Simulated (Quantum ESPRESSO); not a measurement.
Inputs of pw.x and gipaw.x (a modified build of Quantum ESPRESSO, PBE) for NaI; the starting potential comes from an earlier run on another mesh:

```
&CONTROL
  calculation = 'scf'
  prefix = 'x'
  pseudo_dir = './pseudo'
  outdir = './out'
  tprnfor = .true.
/
&SYSTEM
  ibrav = 0
  nat = 2
  ntyp = 2
  ecutwfc = 60
  ecutrho = 240
  occupations = 'fixed'
  nbnd = 8
/
&ELECTRONS
  conv_thr = 1e-11
  startingpot = 'file'
/
ATOMIC_SPECIES
Na 22.990 Na.GGA_PBE-JTH.UPF
I 126.904 I.GGA_PBE-JTH.UPF
CELL_PARAMETERS angstrom
    0.000000000000     3.236400000000     3.236400000000
    3.236400000000     0.000000000000     3.236400000000
    3.236400000000     3.236400000000     0.000000000000
ATOMIC_POSITIONS crystal
Na     0.000000000000     0.000000000000     0.000000000000
I      0.500000000000     0.500000000000     0.500000000000
K_POINTS automatic
5 5 5 1 1 1
```

```
&INPUTGIPAW
  job = 'nmr'
  prefix = 'x'
  tmp_dir = './out/'
  restart_mode = 'from_scratch'
  pawproj(1) = .true.
  pawproj(2) = .true.
  use_nmr_macroscopic_shape = .false.
/
```

The cell was made here from an entry of the Crystallography Open Database (unchecked): atoms relaxed with PBE in the measured cell (PBE without dispersion, pw.x of Quantum ESPRESSO, symmetry kept).  Stability against distortions was not tested.

Task: Predict the shielding tensors that the run ends with.

Result: 
```
     Total NMR chemical shifts in ppm: ---------------------------------------
     (adopting the Simpson convention for anisotropy and asymmetry)-----------

     Atom  1  Na  pos: (  0.000000  0.000000  0.000000)  Total sigma:         544.85
           544.8503         -0.0000         -0.0000
            -0.0000        544.8503         -0.0000
            -0.0000         -0.0000        544.8503

     Na      1    anisotropy:      0.00    eta:    0.0000
     Na      1    sigma_11=    544.85
     Na      1    sigma_22=    544.85
     Na      1    sigma_33=    544.85

     Atom  2  I   pos: (  0.707107  0.707107  0.707107)  Total sigma:        4802.62
          4802.6231         -0.0000          0.0000
            -0.0000       4802.6231          0.0000
            -0.0000          0.0000       4802.6231

     I       2    anisotropy:     -0.00    eta:    0.0000
     I       2    sigma_11=   4802.62
     I       2    sigma_22=   4802.62
     I       2    sigma_33=   4802.62
```
The printed anisotropy is 3/2 (σ_33 − σ_iso) in the program's own order; the axes are left out here. All sites are cubic, so the anisotropy vanishes by symmetry. Shieldings are absolute and leave out the bulk-susceptibility term; a larger σ means a smaller chemical shift. By our sweeps, such settings leave a few ppm in absolute σ on light atoms and up to some 20 ppm from Zn on. Spin–orbit coupling is left out; its weight grows with the heaviest atom, I here. No d partial waves on Na, I: the paramagnetic term there is incompletely reconstructed.
